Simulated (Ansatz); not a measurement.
How the vibrations of Ti change with volume

Computed with Ansatz, DFT LDA, scalar-relativistic, plane waves, PAW. Plane waves to 420 eV; Γ-centred k mesh 18×18×10; Fermi-Dirac smearing of 0.15 eV. No spin polarisation. Phonons by linear response, acoustic sum rule imposed.

The cell, relaxed at this level:
```
Ti
1.0
     2.86473    0.00000    0.00000
    -1.43237    2.48093    0.00000
     0.00000    0.00000    4.54599
Ti
2
Direct
  0.33333 0.66667 0.25000
  0.66667 0.33333 0.75000
```

In a metal, frequencies depend on the k mesh and the smearing, soft modes most.

Cells at 0.98 and 1.02 times the equilibrium volume were relaxed in shape and atoms; γ = −d ln ν / d ln V, modes matched by rank.

**Question.** Give the optical frequencies at Γ (cm⁻¹) at the three volumes and the mode Grüneisen parameters.

**Answer.**
```tsv
0.98 V	V	1.02 V	γ	degeneracy
94	96	99	-1.33	2
230	218	206	2.74	1
```

**Question.** What pressures hold the two strained cells, and what bulk modulus follows?

**Answer.** 2.61 GPa at 0.98 V and -2.38 GPa at 1.02 V, so B = −dP/d ln V ≈ 125 GPa.